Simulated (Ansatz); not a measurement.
TiC2 in space group P6/mmm (No. 191; Ti on 1a, C on 2d), a = b = 2.6607 Å, c = 3.7592 Å, α = β = 90.00°, γ = 120.00°.

Relaxed with PBEsol.

Task: Decompose the optical modes at the zone centre into irreducible representations, and say which are infrared and Raman allowed.

Result: Point group 6/mmm: Γ_opt = A2u + B1g + E1u + E2g. Infrared: A2u, E1u. Raman: E2g.

Task: Assign frequencies (DFPT, DFT-PBEsol in the program Ansatz with PAW potentials).

Result: B1g 449i, E1u 84, A2u 419, E2g 1120 cm⁻¹.

Subscripts of B labels follow the axes of the standard setting.

The start of the workflow was typed in or built on a structure type; neither database checked (COD, Materials Project) lists it. Its standing as an ambient phase is unchecked. Symmetry was held in the PBEsol relaxation. At this level the phase is dynamically unstable (imaginary phonons). No spin polarisation was allowed. The volume moved by 18 % from the start of the relaxation. Its formation energy is positive at this level, so the cell may be metastable or incomplete. As this level gives no gap, phonon frequencies hold no LO–TO term and depend on the k-mesh and smearing (Fermi–Dirac, 0.1 eV here).

Potentials: the earlier of the program's two PAW sets. The files were generated under PBE; for other functionals the program regenerates the frozen cores, and for LDA and PBEsol the local potential too.
